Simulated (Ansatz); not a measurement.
**Phonon spectrum of Al5Cu**

These are results of Ansatz 0.2.0, DFT PBE, scalar-relativistic, plane waves, PAW, not measurements. Settings: 420 eV plane-wave cutoff, Γ-centred 18×18×4 mesh, Fermi-Dirac smearing of 0.15 eV. No spin polarisation. Phonons by linear response, acoustic sum rule imposed.

The cell, relaxed at this level:
```
Al Cu
1.0
     2.84614    0.00000    0.00000
    -1.42307    2.46483    0.00000
     0.00000    0.00000   13.36548
Al Cu
5 1
Direct
  0.00000 0.00000 0.00000
  0.33333 0.66667 0.82495
  0.66667 0.33333 0.65079
  0.33333 0.66667 0.34921
  0.66667 0.33333 0.17505
  0.00000 0.00000 0.50000
```

It was reached by relaxing an invented guess, and it needn't be the stable form of this composition. In a metal, frequencies and elastic constants depend on the k mesh and the smearing, soft modes and shear constants most. The q mesh is coarse, so values between its points are rough.

Force constants from linear response on a 3×3×1 q mesh.

Question: Is the structure dynamically stable on the q mesh?

Answer: Yes, on this mesh: no mode is imaginary.

Question: Give the frequencies (cm⁻¹) at the zone-boundary points of high symmetry (interpolated where a point lies off the q mesh).

Answer:
| point | q | frequencies |
| --- | --- | --- |
| M | 0.500 0.000 0.000 | 84 88 137 166 172 174 188 194 199 203 207 232 246 308 310 315 318 326 |
| K | 0.333 0.333 0.000 | 88 88 139 178 192 192 220 220 254 266 266 269 279 279 282 290 290 292 |
| A | 0.000 0.000 0.500 | 37 37 48 48 64 92 109 109 122 122 145 145 152 152 202 240 296 317 |
| L | 0.500 0.000 0.500 | 84 89 138 165 168 175 186 197 197 203 211 234 244 307 309 316 320 324 |
| H | 0.333 0.333 0.500 | 89 89 139 178 191 191 222 222 255 264 264 266 280 280 287 289 290 290 |
